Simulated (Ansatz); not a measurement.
Relaxed-ion elastic tensor of MgO in space group P4_2/mnm (No. 136; Mg on 4g, O on 4f) in GPa (Voigt order), DFT-r²SCAN in the program Ansatz with PAW potentials; density 2.71 g/cm³, 12.37 Å³ per atom.

|  | 1 | 2 | 3 | 4 | 5 | 6 |
|---|---|---|---|---|---|---|
| 1 | 131 | 100 | 98.7 | 0.0 | 0.0 | 0.0 |
| 2 | 100 | 131 | 98.7 | 0.0 | 0.0 | 0.0 |
| 3 | 98.7 | 98.7 | 218 | 0.0 | 0.0 | 0.0 |
| 4 | 0.0 | 0.0 | 0.0 | 48.5 | 0.0 | 0.0 |
| 5 | 0.0 | 0.0 | 0.0 | 0.0 | 48.5 | 0.0 |
| 6 | 0.0 | 0.0 | 0.0 | 0.0 | 0.0 | 72.0 |

Problem. Is the crystal mechanically stable?

Solution. Yes: the smallest eigenvalue of C is 31.3 GPa.

Problem. Work out the Voigt, Reuss and Hill averages.

Solution. K_V = 120, K_R = 114, K_H = 117; G_V = 46.0, G_R = 35.2, G_H = 40.6 GPa.

Problem. Give Young's modulus, Poisson's ratio, Pugh's ratio and the universal anisotropy index.

Solution. E = 9KG/(3K + G) = 109 GPa; ν = 0.34; K/G = 2.87 (ductile by the Pugh limit of 1.75); A_U = 5G_V/G_R + K_V/K_R − 6 = 1.60.

Problem. Estimate the sound speeds and the Debye temperature.

Solution. v_l = √((K + 4G/3)/ρ) = 7940 m/s, v_t = √(G/ρ) = 3870 m/s, mean 4350 m/s; Θ = (h/k)(3n/4πV)^(1/3) v_m = 560 K.

Problem. How much does each axis shrink under pressure?

Solution. Linear compressibilities β_i = Σ_j S_ij (j = 1 to 3): x 3.9, y 3.9, z 1.1 per TPa.

The start of the workflow was typed in or built on a structure type; neither database checked (COD, Materials Project) lists it. It is not the phase usual at ambient conditions (space group No. 225). Symmetry was held in the r²SCAN relaxation; its stability against distortions is not shown here.

Potentials: the earlier of the program's two PAW sets.
